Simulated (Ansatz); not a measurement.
**Barrier of one jump, Co in Si**

Level of theory: DFT r2SCAN, scalar-relativistic, plane waves, PAW (Ansatz 0.2.0). Settings: 500 eV cutoff, 2×2×2 k-mesh, Gaussian smearing of 0.02 eV, collinear spin.

Host crystal, relaxed:

```yaml
crystal:
  lattice:
    - [0.00000, 2.72185, 2.72185]
    - [2.72185, 0.00000, 2.72185]
    - [2.72185, 2.72185, 0.00000]
  atoms:
    - { symbol: Si, position: [0.75000, 0.75000, 0.75000] }
    - { symbol: Si, position: [0.50000, 0.50000, 0.50000] }
```

In a supercell of 16 host sites, interstitial Co hops to an equivalent place, moving 2.29 Å between the relaxed ends. Climbing-image nudged elastic band at fixed cell with images 0 (start) to 6 (end), the path measured over all atoms, converged to 0.05 eV/Å; the order of the saddle wasn't checked, and the small cell leaves errors of about a tenth of an eV.

Supercell rows in host cell vectors: 0 -2 2; 0 0 2; -2 0 2. Co was set at (0.000, 0.000, 0.000) of the host cell.

At the relaxed start Co has 2 Si at 2.38 Å, 2 Si at 2.39 Å, 1 Si at 2.61 Å, 4 Si at 2.74 Å, 1 Si at 2.76 Å.

With moments and this functional the run may sit in a state above the lowest one.

**Question.** What barrier does the band give, and what surrounds the atom at the top?

**Answer.** 0.28 eV at image 2, where Co has 1 Si at 2.28 Å, 1 Si at 2.29 Å, 1 Si at 2.31 Å, 2 Si at 2.36 Å, 1 Si at 2.42 Å, 1 Si at 2.92 Å.

Cost: 1 run of about 6.3 core-hours, on Intel Xeon 6975P-C (Granite Rapids) (shared hosts).